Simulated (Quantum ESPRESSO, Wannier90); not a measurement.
**Wannierisation of SrAlGe (P-6m2)**

```yaml
crystal:
  lattice:
    - [4.29652, 0.00000, 0.00000]
    - [-2.14826, 3.72090, 0.00000]
    - [0.00000, 0.00000, 4.77902]
  atoms:
    - { symbol: Sr, position: [0.00000, 0.00000, 0.00000] }
    - { symbol: Al, position: [0.66667, 0.33333, 0.50000] }
    - { symbol: Ge, position: [0.33333, 0.66667, 0.50000] }
```

Cell from Materials Project (mp-13311), symmetrised, no further relaxation. Not found in the COD (Crystallography Open Database) copy used; not checked further. Method: PBEsol plane waves in Quantum ESPRESSO 7.5 (PseudoDojo norm-conserving files, 63 Ry, no spin polarisation, no spin-orbit coupling), Bloch states on a 6×6×6 mesh through Γ, Wannier90 4.0.1. Density: 12×12×6 mesh, cold smearing 0.01 Ry. Spin-orbit coupling, left out, would split the p-like bands by a few tenths of an eV.

Base run: 14 functions from bands 10-32 of the 32 computed, start hydrogen-like Sr: s;d; Al: s;p; Ge: s;p, centres 0.05 Å off the atoms, frozen window up to 1.50 eV relative to the Fermi level, outer window open. One setting was then changed (edges relative to the Fermi level; misfit to pw.x on a path, for states up to 1.0 eV relative to the Fermi level).

| run | Ω_I (Å²) | rms misfit (meV) | worst (meV) |
|---|---|---|---|
| base | 25.70 | 5.2 | 45 |
| changed | 24.38 | 148 | 879 |

**Question.** Which change was made?
A. only the lowest 18 of the kept bands
B. frozen window to 0.50 eV
C. frozen window to -0.50 eV
D. only the lowest 20 of the kept bands

**Answer.** C, frozen window to -0.50 eV. The others give:

| run | Ω_I (Å²) | rms misfit (meV) | worst (meV) |
|---|---|---|---|
| frozen window to 0.50 eV | 24.94 | 42 | 405 |
| only the lowest 18 of the kept bands | 32.04 | 12 | 59 |
| only the lowest 20 of the kept bands | 28.81 | 8.9 | 45 |
